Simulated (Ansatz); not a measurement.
The elements of this relaxed trial crystal are hidden behind letters.

```
lattice vectors (Å)
   2.3173   -6.0120    0.0000
   2.3173    6.0120    0.0000
   0.0000    0.0000    4.5090
fractional positions
X 0.3467 0.6533 0.0000
X 0.6533 0.3467 0.0000
X 0.0000 0.0000 0.5000
Z 0.0000 0.5000 0.5000
Z 0.5000 0.0000 0.5000
Q 0.5000 0.5000 0.0000
```

All numbers below come from Ansatz, DFT PBE, scalar-relativistic, plane waves, PAW. The final run on the 6-atom cell used 420 eV, a Γ-centred 10×10×8 mesh, 0.10 eV smearing and no spin polarisation.

- Space group: Cmmm (No. 65)
- Conventional cell: a = 4.635 Å, b = 12.024 Å, c = 4.509 Å
- Volume per atom: 20.94 Å³
- Density: 2.90 g/cm³
- Formation energy: −0.41 eV/atom
- Gap on the 10×10×8 mesh of the 6-atom cell: 0 eV (a metal)

Energies are uncorrected and count from the elements' standard states at the same level.

Question: X is an s-block element of period 3, Z is a d-block element of period 4 and Q is a p-block element of period 2. Which elements are they?

Answer: X = Mg, Z = Zn, Q = O, so the formula is Mg3Zn2O. Density times volume gives a mean mass of 2.90 × 20.94/1.6605 = 36.6 u per atom, and this set has 36.6 u. Among the elements that the hints allow, noble gases aside, only these give it. Around Mg on a site of symmetry m2m lie 1 O at 1.84 Å, 4 Zn at 2.79 Å, 2 Mg at 3.28 Å and 5 Mg at 3.69–3.72 Å; Zn has 2 Zn at 2.32 Å, 4 Mg at 2.79 Å and 2 Mg at 3.22 Å; O is surrounded by 2 Mg at 1.84 Å and 4 Mg at 3.23 Å; 1 more site not described.

Symmetry constrained the relaxation, so the result can be a saddle point. Another cell of Mg3Zn2O relaxed alike, in P6_3/mmc, lies 212 meV/atom lower, so this cell isn't the stable form at this level.
